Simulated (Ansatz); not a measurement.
# Notes on SiGeN

```yaml
crystal:
  lattice:
    - [3.69674, 0.00000, 0.00000]
    - [0.00000, 3.69674, 0.00000]
    - [0.00000, 0.00000, 5.83436]
  atoms:
    - { symbol: N, position: [0.75000, 0.25000, 0.00000] }
    - { symbol: N, position: [0.25000, 0.75000, 0.00000] }
    - { symbol: Si, position: [0.25000, 0.25000, 0.17500] }
    - { symbol: Si, position: [0.75000, 0.75000, 0.82500] }
    - { symbol: Ge, position: [0.25000, 0.25000, 0.67900] }
    - { symbol: Ge, position: [0.75000, 0.75000, 0.32100] }
```

Single point in Ansatz 0.2.0 with PBE, no spin polarisation. Cutoff 420 eV, PAW datasets, 7×7×5 Γ-centred k mesh, cold filling (width 0.083 eV).

(1) What is the formation energy?

(2) Metal or insulator?

(3) Give the Bader charges.

(4) What does the stress say?

(5) Which atom feels the largest force, and which way?

Origin: a known structure type with other elements, at an estimated volume, so it need not be a known compound. Caveats: many states at the Fermi level without spin polarisation, so a magnetic state may lie lower; atoms or cell far from equilibrium.

## Answers

(1) 0.68 eV an atom against the elements' usual phases (free molecules for gases, crystals otherwise, with no correction for O₂ or N₂), so at this geometry it isn't bound against them. Relaxing would lower it.

(2) It is a metal, with about 2.2 states/eV a cell as the mean within 0.25 eV of the Fermi level, mostly Ge p (38 %) and N p (36 %).

(3) Bader charges in e: Si +1.40, Ge +0.40, N -1.80. In the mean Si gives up most and N takes most.

(4) The pressure is -5.1 GPa (compression positive), so with the atoms held at these fractions the cell would first shrink; the forces are large, so a full relaxation may end otherwise. The principal stresses -6.9, -4.3, -4.3 GPa differ, so its shape would change too.

(5) The largest is on Si3 (and as large on other atoms): 2.91 eV/Å, components (0.00, 0.00, -2.91). It makes 61° with the line to a nearest neighbour, N1 at 2.11 Å.
